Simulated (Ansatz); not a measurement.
## Relaxing CO2

All numbers below come from DFT PBEsol, scalar-relativistic, plane waves, PAW in Ansatz. (420 eV cutoff, 6×6×6 k-mesh, Gaussian smearing of 0.02 eV, no spin polarisation)

What was changed: shear of c along a, cell held, atoms relaxed: +12.0 %.

Input:

```yaml
crystal:
  lattice:
    - [4.5946341885, 0.0, 0.0]
    - [0.0, 4.5946341885, 0.0]
    - [0.57417683, 0.0, 4.7848069164]
  atoms:
    - { symbol: C, position: [0.5, 0.5, 0.5] }
    - { symbol: C, position: [0.0, 0.0, 0.0] }
    - { symbol: O, position: [0.3203915717, 0.6796084283, 0.5] }
    - { symbol: O, position: [0.6796084283, 0.3203915717, 0.5] }
    - { symbol: O, position: [0.1796084283, 0.1796084283, 0.0] }
    - { symbol: O, position: [0.8203915717, 0.8203915717, 0.0] }
basis:
  ecutwfc: 420
kpoints:
  mp_grid: { grid: [6, 6, 6] }
hamiltonian:
  xc: pbesol
scf:
  occupations: { method: gaussian, width: 0.02 }
output:
  forces: true
  stress: true
  eigenvalues: true
relax:
  adjacent_minimum: "off"
  f_tol: 0.008
  max_steps: 40
```

F is the free energy.

Steps:

```csv
step,F − F(1) (eV),largest force component (eV/Å)
1,0.0000,0.012
2,-0.0009,0.023
3,-0.0010,0.008
4,-0.0010,0.000
```

Relaxed structure:

```xyz
6
Lattice="4.5946 0.0000 0.0000 0.0000 4.5946 0.0000 0.5742 0.0000 4.7848" Properties=species:S:1:pos:R:3 pbc="T T T"
C     2.5844    2.2973    2.3924
C     0.0000    0.0000    0.0000
O     1.7522    3.1146    2.4307
O     3.4166    1.4801    2.3541
O     0.8322    0.8172   -0.0383
O     3.7625    3.7774    0.0383
```

It takes space group P2_1/c (No. 14, monoclinic). The conventional cell has a = 4.595 Å, b = 4.595 Å, c = 6.250 Å, α = 90.00°, β = 130.04°, γ = 90.00°. Around C (site symmetry -1) lie 2 O at 1.17 Å. O (site symmetry 1) has 1 C at 1.17 Å as nearest neighbours.

The run converged. The run took roughly 30 core-seconds.